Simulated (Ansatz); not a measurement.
Rh:
```xyz
2
Lattice="0.0000 2.7560 2.7560 2.7560 0.0000 2.7560 2.7560 2.7560 0.0000" Properties=species:S:1:pos:R:3 pbc="T T T"
Rh     0.0000     0.0000     0.0000
Rh     1.3780     1.3780     1.3780
```

Relaxed with PBE. Special points in fractions of this cell's reciprocal vectors: Γ (0.000, 0.000, 0.000); X (0.500, 0.000, 0.500); U (0.625, 0.250, 0.625); K (0.375, 0.375, 0.750); L (0.500, 0.500, 0.500); W (0.500, 0.250, 0.750).

**Question.** List the band energies nearest the Fermi level at these points for PBE with spin–orbit coupling (plane waves, PAW; program Ansatz).

**Answer.** In eV from the Fermi level; about four levels below and three above (degenerate sets whole), none deeper than 8.9 eV; points with the same levels are listed once.

```
k                                below                above
-  -----------------------------------  -------------------
Γ  -1.46 -1.46 -1.46 -1.46 -1.34 -1.34  0.36 0.36 0.36 0.36
X              -2.04 -2.04 -2.04 -2.04  0.30 0.30 0.30 0.30
U              -2.11 -2.11 -1.94 -1.94  0.42 0.42 0.64 0.64
L              -0.87 -0.87 -0.67 -0.67  0.04 0.04 0.08 0.08
W              -2.14 -2.14 -2.11 -2.11  0.59 0.59 0.70 0.70
```

Space group Fd-3m (diamond). The start of the workflow was typed in or built on a structure type; neither database checked (COD, Materials Project) lists it. It is not the phase usual at ambient conditions (space group No. 225). The PBE relaxation kept the symmetry of its start; its stability against distortions is not shown here. The workflow began spin-polarised and lost its moments.

Potentials: the later of the program's two PAW sets.
